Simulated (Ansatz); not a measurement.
Polymorphs of BN, each relaxed with the program Ansatz at the HSE06 level (PAW):

A: rock salt (Fm-3m)
a = b = c = 3.468 Å, α = β = γ = 90.00°

```
atom  site  symmetry       x       y       z
----  ----  --------  ------  ------  ------
N       4a      m-3m  0.0000  0.0000  0.0000
B       4b      m-3m  0.5000  0.5000  0.5000
```

B: zinc blende (F-43m)
a = b = c = 3.596 Å, α = β = γ = 90.00°

```csv
atom,site,symmetry,x,y,z
N,4c,-43m,0.2500,0.2500,0.2500
B,4a,-43m,0.0000,0.0000,0.0000
```

**Question.** Rank these by energy per atom at 0 K (lowest first), as HSE06 gives it.

**Answer.** B (+0 meV/atom), A (+1870 meV/atom)

**Question.** Give each one's gap.

**Answer.** A 2.36 eV; B 5.81 eV.

Constructed cells (a structure type filled with these elements, in neither database checked): A. Not the usual ambient phase: A. All cells were relaxed under the symmetry of their starts (and spin orders); stability against distortions was not tested throughout.

Potentials: the later of the program's two PAW sets.
